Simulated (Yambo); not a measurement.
Yambo run on Rb2WO2F4 (space group C2/m, No. 12). The wavefunctions are PBEsol (pw.x of Quantum ESPRESSO, ONCV potentials, without SOC) ones on a 2×2×2 mesh (36 occupied bands); a = b = 6.155 Å, c = 4.980 Å, α = β = 91.72°, γ = 59.83°.

Yambo input:

```
gw0
dyson
el_el_corr
HF_and_locXC
ppa
em1d
EXXRLvcs= 84 Ry
VXCRLvcs= 336 Ry
Chimod= "HARTREE"
% BndsRnXp
 2 | 308 |
%
NGsBlkXp= 8 Ry
% LongDrXp
 1.0 | 1.0 | 1.0 |
%
PPAPntXp= 27.2114 eV
% GbndRnge
 1 | 308 |
%
GTermKind= "BG"
DysSolver= "n"
ExtendOut
% QPkrange
 1 | 1 | 36 | 37 |
 2 | 2 | 36 | 36 |
 6 | 6 | 37 | 37 |
%
```

k points by index: 1 = Γ, 2 = (0, 0, -0.5), 6 = (-0.5, -0.5, -0.5).

Resulting energies as the program prints them:

```
#    K-point    Band    Eo [eV]    E [eV]    E-Eo [eV]    Vxc [eV]    Vnlxc [eV]    Sc|Eo [eV]    Sc|E [eV]    dSc/dw|Eo [eV]    Re(Z)    Im(Z)
#
    1    36    -0.009920    -1.063449    -1.053529    -19.60197    -24.86803    3.946764    4.212535    -6.863119    0.798580    -0.002021
    1    37    2.261295    4.273139    2.011844    -18.36079    -12.38996    -3.522918    -3.958990    -5.897694    0.821868    -0.001496
    2    36    0.000000    -1.048385    -1.048385    -19.53458    -24.75314    3.905575    4.170176    -6.866427    0.798502    -0.002032
    6    37    2.260734    4.278493    2.017760    -18.27523    -12.23219    -3.588182    -4.025282    -5.894260    0.821953    -0.001518
```
(The two width columns are left out.) Convergence of these settings isn't established.

Geometry of the Materials Project entry, not relaxed at this level.

The structure is a Materials Project entry; no match was found in the copy of COD used, and its stability was not checked.
